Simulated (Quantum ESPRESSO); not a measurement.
# Al2ZnSiN4: input and log of a self-consistent run

A calculation, not a measurement. The program is pw.x of Quantum ESPRESSO 7.5 (plane-wave density functional theory). The cell is made up: 8 atoms on a wurtzite lattice, with randomly drawn elements, strain and displacements, not relaxed. PseudoDojo standard norm-conserving files (v0.5 for PBE, v0.4.1 for LDA and PBEsol) set the functional; there is no spin polarisation, spin-orbit coupling or dispersion term, and the masses in the input are unused placeholders.

Input:

```
&control calculation='scf', pseudo_dir='./dojo.nc.sr.pbe.v0_5.standard.upf', outdir='./o', disk_io='medium', tprnfor=.true., tstress=.true. /
&system ibrav=0, nat=8, ntyp=4, nbnd=31, ecutwfc=84.00895049, nosym=.true., tot_charge=0,
 occupations='smearing', smearing='fd', degauss=0.0018374661
/
&electrons conv_thr=7.350e-09, electron_maxstep=60, /
ATOMIC_SPECIES
Al 1.0 Al.upf
N 1.0 N.upf
Si 1.0 Si.upf
Zn 1.0 Zn.upf
CELL_PARAMETERS angstrom
3.0587 -0.0228 -0.0235
-0.0395 5.3895 -0.0648
-0.0384 -0.0611 5.1081
ATOMIC_POSITIONS angstrom
Al 0.0496 -0.0322 -0.0767
Al 1.3899 2.6432 0.0285
Zn 1.3619 0.847 2.5234
Si 0.0555 3.5721 2.6131
N 0.0147 -0.1237 2.0205
N 1.427 2.7673 1.8387
N 1.3827 0.7225 4.5423
N -0.0871 3.453 4.3939
K_POINTS automatic
6 4 4 1 1 1
```

The log is shortened where brackets say so; the opening notice, blank lines, dates and the lines on written files are dropped, and the path of the files is cut. It prints rydbergs, bohrs and kilobars, and counts compression as positive stress.

```
     Program PWSCF v.7.5
     Parallel version (MPI & OpenMP), running on       1 processor cores
     Number of MPI processes:                 1
     Threads/MPI process:                     1
     [start-up lines left out]
     bravais-lattice index     =            0
     lattice parameter (alat)  =       5.7804  a.u.
     unit-cell volume          =     568.1061 (a.u.)^3
     number of atoms/cell      =            8
     number of atomic types    =            4
     number of electrons       =        50.00
     number of Kohn-Sham states=           31
     kinetic-energy cutoff     =      84.0090  Ry
     charge density cutoff     =     336.0358  Ry
     scf convergence threshold =      7.3E-09
     mixing beta               =       0.7000
     number of iterations used =            8  plain     mixing
     Exchange-correlation= PBE
                           (   1   4   3   4   0   0   0)
     [axes and pseudopotential details left out]
   Cartesian axes
     site n.     atom                  positions (alat units)
         1        Al     tau(   1) = (   0.0162151  -0.0105267  -0.0250746  )
         2        Al     tau(   2) = (   0.4543827   0.8641085   0.0093172  )
         3        Zn     tau(   3) = (   0.4452290   0.2768992   0.8249437  )
         4        Si     tau(   4) = (   0.0181439   1.1677822   0.8542682  )
         5        N      tau(   5) = (   0.0048057  -0.0404397   0.6605369  )
         6        N      tau(   6) = (   0.4665113   0.9046789   0.6011033  )
         7        N      tau(   7) = (   0.4520289   0.2361979   1.4849576  )
         8        N      tau(   8) = (  -0.0284745   1.1288463   1.4364430  )
     number of k points=    48  Fermi-Dirac smearing, width (Ry)=  0.0018
                       cart. coord. in units 2pi/alat
        k(    1) = (   0.0844650   0.0724823   0.0763555), wk =   0.0416667
        k(    2) = (   0.0856290   0.0742912   0.2260930), wk =   0.0416667
     [further k points left out]
     Dense  grid:    59111 G-vectors     FFT dimensions: (  36,  60,  60)
     Estimated max dynamical RAM per process >      74.19 MB
     Initial potential from superposition of free atoms
     starting charge      49.9943, renormalised to      50.0000
     Starting wfcs are   38 randomized atomic wfcs
     total cpu time spent up to now is        9.4 secs
     per-process dynamical memory:    50.3 Mb
     Self-consistent Calculation
     iteration #  1     ecut=    84.01 Ry     beta= 0.70
     Davidson diagonalization with overlap
     ethr =  1.00E-02,  avg # of iterations =  3.0
     total cpu time spent up to now is       28.6 secs
     total energy              =    -518.21824510 Ry
     estimated scf accuracy    <       2.39974272 Ry
     iteration #  2     ecut=    84.01 Ry     beta= 0.70
     Davidson diagonalization with overlap
     ethr =  4.80E-03,  avg # of iterations =  2.6
     total cpu time spent up to now is       37.9 secs
     total energy              =    -518.90986163 Ry
     estimated scf accuracy    <       1.99284003 Ry
     iteration #  3     ecut=    84.01 Ry     beta= 0.70
     Davidson diagonalization with overlap
     ethr =  3.99E-03,  avg # of iterations =  2.0
     total cpu time spent up to now is       46.0 secs
     total energy              =    -519.25053373 Ry
     estimated scf accuracy    <       0.05450430 Ry
     iteration #  4     ecut=    84.01 Ry     beta= 0.70
     Davidson diagonalization with overlap
     ethr =  1.09E-04,  avg # of iterations =  8.1
     total cpu time spent up to now is       58.8 secs
     total energy              =    -519.27033712 Ry
     estimated scf accuracy    <       0.00533255 Ry
     iteration #  5     ecut=    84.01 Ry     beta= 0.70
     Davidson diagonalization with overlap
     ethr =  1.07E-05,  avg # of iterations =  7.6
     total cpu time spent up to now is       74.0 secs
     total energy              =    -519.27091327 Ry
     estimated scf accuracy    <       0.00250414 Ry
     [iterations 6 to 8 left out]
     iteration #  9     ecut=    84.01 Ry     beta= 0.70
     Davidson diagonalization with overlap
     ethr =  5.64E-09,  avg # of iterations =  4.5
     total cpu time spent up to now is      134.7 secs
     total energy              =    -519.27104253 Ry
     estimated scf accuracy    <       0.00000443 Ry
     iteration # 10     ecut=    84.01 Ry     beta= 0.70
     Davidson diagonalization with overlap
     ethr =  5.64E-09,  avg # of iterations =  2.0
     total cpu time spent up to now is      149.0 secs
     total energy              =    -519.27104304 Ry
     estimated scf accuracy    <       0.00000018 Ry
     iteration # 11     ecut=    84.01 Ry     beta= 0.70
     Davidson diagonalization with overlap
     ethr =  3.59E-10,  avg # of iterations =  3.3
     total cpu time spent up to now is      168.1 secs
     total energy              =    -519.27104310 Ry
     estimated scf accuracy    <          8.4E-09 Ry
     iteration # 12     ecut=    84.01 Ry     beta= 0.70
     Davidson diagonalization with overlap
     ethr =  1.69E-11,  avg # of iterations =  3.2
     total cpu time spent up to now is      191.7 secs
     total energy              =    -519.27104310 Ry
     estimated scf accuracy    <          8.9E-09 Ry
     iteration # 13     ecut=    84.01 Ry     beta= 0.70
     Davidson diagonalization with overlap
     ethr =  1.69E-11,  avg # of iterations =  2.0
     total cpu time spent up to now is      217.0 secs
     End of self-consistent calculation
     [lines on levels left out]
!    total energy              =    -519.27104310 Ry
     estimated scf accuracy    <          8.0E-10 Ry
     smearing contrib. (-TS)   =       0.00000000 Ry
     internal energy E=F+TS    =    -519.27104310 Ry
     The total energy is F=E-TS. E is the sum of the following terms:
     one-electron contribution =    -416.88550854 Ry
     hartree contribution      =     233.30679733 Ry
     xc contribution           =     -77.58121050 Ry
     ewald contribution        =    -258.11112139 Ry
     convergence has been achieved in  13 iterations
     Forces acting on atoms (cartesian axes, Ry/au):
     atom    1 type  1   force =    -0.16956555   -0.05138573    0.10471068
     atom    2 type  1   force =     0.05047450   -0.06345929   -0.06206340
     atom    3 type  4   force =     0.13473666    0.05881766    0.04383596
     atom    4 type  3   force =    -0.07195658    0.07286116   -0.07971922
     atom    5 type  2   force =    -0.12872082   -0.17731003   -0.07441969
     atom    6 type  2   force =     0.04623470    0.03356940    0.09543881
     atom    7 type  2   force =     0.16519629    0.12074639    0.00875888
     atom    8 type  2   force =    -0.02639921    0.00616044   -0.03654202
     Total force =     0.450662     Total SCF correction =     0.000046
     Computing stress (Cartesian axis) and pressure
          total   stress  (Ry/bohr**3)                   (kbar)     P=       71.94
   0.00126266   0.00074833   0.00010449          185.74      110.08       15.37
   0.00074833   0.00028185   0.00024461          110.08       41.46       35.98
   0.00010449   0.00024461  -0.00007747           15.37       35.98      -11.40
     init_run     :      8.26s CPU      9.24s WALL (       1 calls)
     electrons    :    187.01s CPU    207.62s WALL (       1 calls)
     forces       :      4.21s CPU      4.32s WALL (       1 calls)
     stress       :     15.15s CPU     15.27s WALL (       1 calls)
     [timing details left out]
     PWSCF        :   3m34.97s CPU   3m57.01s WALL
     JOB DONE.
```

In other units: free energy -7065.042 eV for the cell, pressure 7.19 GPa, largest force component 4.559 eV/Å. A rerun of this cell at 1437 eV and a 8 x 6 x 6 mesh moved values by no more than 0.002 eV in energy, 0.03 GPa in stress and 0.002 eV/Å in force.